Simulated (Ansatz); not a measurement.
The start is a relaxed Cu cell, doubled along one cell vector, shaken by Gaussian noise of σ = 0.08 Å a coordinate. The structure is fully relaxed (lattice and positions, P = 0) with r2SCAN (plane waves to 500 eV, PAW, scalar-relativistic; Ansatz, a program for electronic structure). The first steps use a coarse 16×8×16 k-mesh.

Starting cell:
```
CELL_PARAMETERS angstrom
     -1.42112     1.42112     1.42112
      2.84225    -2.84225     2.84225
      1.42112     1.42112    -1.42112
ATOMIC_POSITIONS crystal
  Cu 0.02539 0.99296 0.02413
  Cu 0.03702 0.52286 0.04609
```

```json
{
  "largest_initial_force": "0.97 eV/Å, on Cu1, Cu2 (atoms numbered as listed)",
  "energy_released": "0.07 eV/atom",
  "relative_to_the_parent": "It does not go back: it reaches Fm-3m (No. 225), fcc (Cu type), 0.04 eV/atom below the parent",
  "Shortest distances (start → end)": "The closest pairs of elements (up to four, under 3.6 Å), start → end: Cu–Cu 2.34 → 2.53 Å",
  "band_gap_at_the_end": "zero (metallic)",
  "optimiser_moves": "16"
}
```

Relaxed structure:

Space group Fm-3m (No. 225); a = b = c = 3.5768 Å, α = β = γ = 90.00°

```csv
atom,site,symmetry,x,y,z
Cu,4b,m-3m,0.5000,0.5000,0.5000
```
(The calculation used a cell of 1 atom; values per cell refer to that cell.)

Final values are on a 22×22×22 k-mesh of the relaxed cell. No spin polarisation in the result.

The run could not lose the symmetry of its start.

Of the parent cell (Im-3m (No. 229)): it is a generated cell of Cu: the first start was made by placing the elements on the sites of a structure type, and the end was not matched to a known phase here, so it may be hypothetical. Known forms of Cu include space group No. 225.
